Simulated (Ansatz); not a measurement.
The start is a relaxed Pd cell, doubled along one cell vector, shaken by Gaussian noise of σ = 0.08 Å a coordinate. The structure is fully relaxed (lattice and positions, P = 0) with PBEsol (plane waves to 420 eV, PAW, scalar-relativistic; Ansatz, an electronic-structure program). The first steps use a coarse 14×14×4 k-mesh.

Starting cell:
```
Pd
1.0
    2.72246     0.00000     0.00000
   -1.36123     2.35772     0.00000
    0.00000     0.00000     9.11224
Pd
4
Direct
  0.38345   0.73469   0.13094
  0.36995   0.70474   0.61877
  0.68213   0.37154   0.37325
  0.67252   0.35840   0.86540
```

Problem. What is the largest force in the starting geometry, and on which atom (counted from 1)?

Solution. 0.94 eV/Å, on Pd1 (atoms numbered as listed).

Problem. How much energy is released per atom?

Solution. 0.02 eV/atom.

Problem. Is the relaxed structure metallic? Give its gap.

Solution. Zero (metallic).

Final structure:

Space group P6₃/mmc (No. 194); a = 2.7224 Å, b = 2.7224 Å, c = 4.5562 Å, α = 90.00°, β = 90.00°, γ = 120.00°

```
atom  site  symmetry       x       y       z
----  ----  --------  ------  ------  ------
Pd      2d      -6m2  0.6667  0.3333  0.2500
```

Final values are on a 20×20×10 k-mesh of the relaxed cell. No spin polarisation in the result. A magnetic state may lie lower.

The relaxed structure here is a generated cell of Pd: the first start was made by placing the elements on the sites of a structure type, and the end was not matched to a known phase here, so it may be hypothetical. Known forms of Pd include space group No. 225.
